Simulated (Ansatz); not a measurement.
Values for one crystal, relaxed and computed with the program Ansatz at the r²SCAN level (PAW); other levels are named.

```yaml
volume_per_atom: 20.21 Å³
electronic_character: metallic (no gap)
Formation energy from the elements (no fitted shifts): -0.67 eV/atom
Density of states at the Fermi level: 0.28 states/eV per atom (mean over ±0.08 eV)
Pressure derivative B′: 4.9
Bulk modulus (Birch–Murnaghan fit): 90.8 GPa
```

Q: Which compound is it?
(A) GaPt3, I4/mcm (Ga on 4b, Pt on 8h, Pt on 4a)
(B) SrPd2, cubic Laves (MgCu2 type)
(C) Mg3Ir, P6_3/mmc (Mg on 4f, Mg on 2b, Ir on 2c)
(D) YInCu4, F-43m (Y on 4a, In on 4d, Cu on 16e)

A: B, SrPd2, cubic Laves (MgCu2 type)

Space group Fd-3m (cubic Laves (MgCu2 type)). The workflow started from an entry of the Crystallography Open Database (COD). Whether it is the stable phase at ambient conditions was not checked. Symmetry was held in the r²SCAN relaxation; its stability against distortions is not shown here. No spin polarisation was allowed. The references are the lowest solids computed at this level, not always the standard phases. Scalar-relativistic: spin–orbit coupling is off unless named, which matters more the heavier the elements.

Potentials: the later of the program's two PAW sets.
